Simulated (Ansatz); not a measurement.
**Cold compression of Nb (hcp type)**

```
CELL_PARAMETERS angstrom
2.83356 0.00000 0.00000
-1.41678 2.45393 0.00000
0.00000 0.00000 5.18471
ATOMIC_POSITIONS crystal
Nb 0.33333 0.66667 0.25000
Nb 0.66667 0.33333 0.75000
```

The cell comes from a relaxation on PAW files under the same functional, begun from a prototype that needn't be the stable phase.

Its volume is scaled, and at each volume shape and atoms are relaxed on PAW files; all methods then take that cell.

All numbers are PBEsol results (scalar-relativistic) from Ansatz 0.2.0, with a Γ-centred 17×17×9 k mesh, Fermi–Dirac smearing of 0.05 eV, no spin polarisation. Methods: LAPW: all electrons, basis error target 1 meV/atom; PAW: frozen-core files, cutoff 420 eV; crystal datasets: all electrons, by PAW datasets that the program makes for each cell; norm-conserving: pseudopotentials, cutoff 1116 eV; PAW (core large): files with a larger core, cutoff 420 eV.

Energies are extrapolated to zero smearing and count from the unscaled cell; pressure is positive in compression; gaps take the mesh and a band path. No temperature or zero-point motion is included.

The PAW files were made under PBE. The structure type is held throughout; the real material can change phase at far lower pressure.

| V/V0 | V (Å³/atom) | P LAPW (GPa) | ΔE LAPW (eV/atom) | P PAW − LAPW (GPa) | ΔE PAW − LAPW (meV/atom) | space group | shortest distance (Å) |
| --- | --- | --- | --- | --- | --- | --- | --- |
| 1.00 | 18.03 | 0.00 | 0.000 | 0.01 | 0.0 | P6_3/mmc | 2.834 |
| 0.92 | 16.58 | 16.83 | 0.070 | 0.00 | 0.1 | P6_3/mmc | 2.761 |
| 0.84 | 15.14 | 41.5 | 0.325 | -0.01 | 0.1 | P6_3/mmc | 2.685 |
| 0.76 | 13.70 | 77.9 | 0.851 | -0.03 | 0.0 | P6_3/mmc | 2.601 |
| 0.68 | 12.26 | 132.5 | 1.780 | -0.10 | -0.7 | P6_3/mmc | 2.515 |
| 0.60 | 10.82 | ? | ? | ? | ? | ? | ? |
| 0.52 | 9.37 | 362.7 | 5.888 | -0.65 | -6.4 | P6_3/mmc | 2.328 |
| 0.45 | 8.11 | 574.0 | 9.498 | -1.50 | -15.4 | P6_3/mmc | 2.251 |

(1) Fit the Vinet equation to the LAPW pressures shown (residuals weighted by 1/(|P| + 0.03·Pmax)), and predict the pressure of the withheld row.

(2) From the table, what is the rise of the enthalpy H = E + pV up to the last row, and how stiff is the crystal between the last two rows?

(3) At the smallest volume, how far do crystal datasets and norm-conserving and PAW (core large) lie from LAPW in pressure?

(4) How do the Löwdin populations by LAPW change from the unscaled cell to the last row?

Answers

(1) The fit gives V0 = 18.03 Å³/atom, B0 = 167 GPa and B0′ = 3.98. At 10.82 Å³/atom, x = (V/V0)^(1/3) = 0.8433, and P = 3·B0·(1 − x)/x²·exp[1.5·(B0′ − 1)·(1 − x)] = 222.6 GPa. The run itself gave 218.9 GPa (+1.7 % off) and ΔE = 3.331 eV/atom.

(2) ΔH = 9.498 eV + (574.0 GPa × 8.11 Å³ + 0.00 GPa × 18.03 Å³) × 0.006242 eV/(GPa·Å³) = 38.56 eV/atom, of which pV makes 75 %. The mean bulk modulus there is −ΔP/Δln V = 1460 GPa.

(3) crystal datasets: +0.01 GPa; norm-conserving: +3.38 GPa; PAW (core large): -1.50 GPa, on a LAPW pressure of 574.0 GPa.

(4) Nb 4s 1.93 → 1.80, Nb 5s 0.70 → 0.35, Nb 4p 5.97 → 5.76, Nb 4d 4.36 → 5.06 electrons an atom. These are projections on the shells that the free atoms fill; 0.08 e a cell lies outside them at the start and 0.11 e at the end.
